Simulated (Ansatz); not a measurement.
BeAg:
```
BeAg
1.0
    2.93125     0.00000     0.00000
    0.00000     2.93125     0.00000
    0.00000     0.00000     2.93125
Be Ag
1 1
Direct
  0.00000   0.00000   0.00000
  0.50000   0.50000   0.50000
```

This is the r²SCAN-relaxed structure.

### Question
All from the program Ansatz at the r²SCAN level (PAW), unless another level is named. Estimate the Hill bulk and shear moduli.

### Answer
128 and 55.0 GPa.

### Question
Predict the elastic constants (relaxed ions, GPa).

### Answer
C11 = 171, C12 = 107, C44 = 79.0.

Space group Pm-3m (CsCl type). The start of the workflow was typed in or built on a structure type; neither database checked (COD, Materials Project) lists it. Its standing as an ambient phase is unchecked. The cell was relaxed with r²SCAN under the symmetry of its start; whether a distortion lowers the energy is not shown. No spin polarisation was allowed. Its formation energy is positive at this level, so the cell may be metastable or incomplete. As this level gives no gap, shear constants depend on the k-mesh and smearing (Fermi–Dirac, 0.1 eV here).

Potentials: the later of the program's two PAW sets.
